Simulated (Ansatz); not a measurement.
CaSe (rock salt), relaxed and computed with several functionals in Ansatz (plane waves, PAW).

```
functional  a (Å)  gap (eV)  B₀ by P(V) fit (GPa)
----------  -----  --------  --------------------
r²SCAN        [?]       [?]                   [?]
PBE         5.958      2.08                  47.8
HSE06       5.942      3.01                  50.7
LDA         5.791      1.71                  57.3
```

Problem. Fill in the missing entries.

Solution. 
- r²SCAN, a (Å): 5.935
- r²SCAN, gap (eV): 2.52
- r²SCAN, B₀ by P(V) fit (GPa): 52.0

All cells were relaxed under the symmetry of their starts (and spin orders); stability against distortions was not tested throughout. Scalar-relativistic: spin–orbit coupling is off unless named, which matters more the heavier the elements.

Potentials: the later of the program's two PAW sets.

Ansatz (a quantum-chemistry and plane-wave program) is a plane-wave DFT program.
